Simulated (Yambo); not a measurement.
TiCdO3 (space group R-3, No. 148): the exchange self-energy on PBEsol orbitals (Yambo, 2×2×2 mesh) holds the Coulomb divergence, which is integrated with random points (RandQpts).

| random points | exchange-only gap F → Γ (eV) | shift of the valence edge (eV) | gap against the reference (meV) |
|---|---|---|---|
| 1,000 | 13.80 | -5.05 | 115 |
| 10,000 | 13.59 | -4.76 | -99 |
| 100,000 | 13.70 | -4.92 | 14 |
| 1,000,000 | 13.68 | -4.90 | -1 |
| 5,000,000 | 13.69 | -4.90 | reference |

From 100,000 points on, the gap stays within 20 meV of the run with most points. The error is statistical; each row is a single draw, so the rows fix no rate of convergence.

Spin-orbit coupling is not included.

Geometry of the Materials Project entry, not relaxed at this level; primitive cell a = 5.8231 Å, b = 5.8231 Å, c = 5.8231 Å, α = 53.70°, β = 53.70°, γ = 53.70°.

A shift is the quasiparticle energy of the state minus its PBEsol energy.
